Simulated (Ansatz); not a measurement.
LaAsO3:
Space group P2₁/m (No. 11); a = 4.391 Å, b = 5.287 Å, c = 6.178 Å, α = γ = 90.00°, β = 105.51°

```
atom  site  symmetry       x       y       z
----  ----  --------  ------  ------  ------
La      2e         m  0.6652  0.2500  0.2986
As      2e         m  0.0776  0.7500  0.1427
O       2e         m  0.3350  0.2500  0.8824
O       4f         1  0.1931  0.5009  0.3420
```

Relaxed with PBEsol. The program Ansatz at the PBEsol level (PAW) gives a gap of 2.61 eV.

What gap does HSE06 give on the same cell (Ansatz, PAW)?

3.84 eV, 1.23 eV more. The hybrid was solved on a coarser mesh and at special points; its gap is the smallest among all of these.

| k | v1 PBEsol | c1 PBEsol | v1 HSE06 | c1 HSE06 |
|---|---|---|---|---|
| Γ | -1.11 | 3.23 | ? | ? |
| Z | -1.04 | 3.74 | ? | ? |
| B | -0.76 | 3.33 | -0.85 | 4.64 |
| Y2 | -0.17 | 2.83 | -0.07 | 4.11 |
| C2 | -0.23 | 3.58 | ? | ? |
| D | -0.88 | 3.65 | -0.95 | 5.36 |
| A | 0.00 | 2.74 | ? | ? |
| E | -0.15 | 3.12 | -0.11 | 4.43 |

Top valence (v1) and lowest conduction level (c1) in eV from each method's valence maximum (which need not be a listed point): supply the withheld HSE06 values.


- Z, v1 HSE06: -1.14
- Z, c1 HSE06: 5.90
- Γ, v1 HSE06: -1.21
- Γ, c1 HSE06: 4.64
- A, v1 HSE06: 0.00
- A, c1 HSE06: 3.95
- C2, v1 HSE06: -0.18
- C2, c1 HSE06: 5.22

Cost on shared cores: the PBEsol run (SCF on a 7×5×5 mesh, then bands and DOS) roughly 2.7 core-minutes, the HSE06 run (SCF on 4×3×3, then a few points) very roughly 6 core-minutes; the tasks are unlike.

Space group P2_1/m. The workflow started from a Materials Project entry (that database holds measured and hypothetical structures alike); the Crystallography Open Database copy checked does not list it. Whether it is the stable phase at ambient conditions was not checked. The cell was relaxed with PBEsol under the symmetry of its start; whether a distortion lowers the energy is not shown. Spin–orbit coupling is left out wherever it is not named.

Potentials: the later of the program's two PAW sets.
